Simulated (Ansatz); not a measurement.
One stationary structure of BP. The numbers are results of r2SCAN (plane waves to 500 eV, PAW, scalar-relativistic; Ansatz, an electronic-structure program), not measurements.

```cif
data_B6P6
_chemical_formula_sum 'B6 P6'
_space_group_name_H-M_alt 'P 1'
_space_group_IT_number 1
_cell_length_a 3.20148
_cell_length_b 3.20148
_cell_length_c 15.76761
_cell_angle_alpha 90.000
_cell_angle_beta 90.000
_cell_angle_gamma 120.000
loop_
_space_group_symop_operation_xyz
  'x, y, z'
loop_
_atom_site_label
_atom_site_type_symbol
_atom_site_fract_x
_atom_site_fract_y
_atom_site_fract_z
_atom_site_occupancy
B1 B 0.00000 0.00000 0.00036 1
B2 B 0.00000 0.00000 0.50036 1
B3 B 0.66667 0.33333 0.83243 1
B4 B 0.33333 0.66667 0.33243 1
B5 B 0.66667 0.33333 0.16649 1
B6 B 0.33333 0.66667 0.66649 1
P1 P 0.00000 0.00000 0.87434 1
P2 P 0.00000 0.00000 0.37434 1
P3 P 0.66667 0.33333 0.70806 1
P4 P 0.33333 0.66667 0.20806 1
P5 P 0.66667 0.33333 0.04202 1
P6 P 0.33333 0.66667 0.54202 1
```

Problem. Find the space group and the Wyckoff positions (tolerance 0.01 Å).

Solution. Space group P6₃mc (No. 186); a = b = 3.2015 Å, c = 15.7676 Å, α = β = 90.00°, γ = 120.00°

```csv
atom,site,symmetry,x,y,z
B,2a,3m.,0.0000,0.0000,0.0004
B,2b,3m.,0.3333,0.6667,0.3324
B,2b,3m.,0.6667,0.3333,0.1665
P,2a,3m.,0.0000,0.0000,0.3743
P,2b,3m.,0.3333,0.6667,0.2081
P,2b,3m.,0.6667,0.3333,0.0420
```

This is the AFLOW prototype AB_hP12_186_a2b_a2b (B6, as in SiC).

Problem. Give the shortest distances between elements (the closest pairs, up to four, under 3.6 Å).

Solution. B–P 1.96 Å; B–B 3.20 Å; P–P 3.20 Å.

```json
{
  "volume_per_atom": "11.66 Å³",
  "band_gap": "1.54 eV, indirect (valence top at Γ, conduction bottom at M) (no spin-orbit coupling)",
  "smallest_direct_gap": "3.22 eV at k = (0, 0.3, 0)"
}
```

No spin polarisation in the result.

The run could not lose the symmetry of its start.

The first start was generated by placing the elements on the sites of a structure type. Materials Project lists a structure of BP in the same space group, P6₃mc (No. 186); the sites were not compared with it, nor with measured phases. Known forms of BP include space group No. 216.
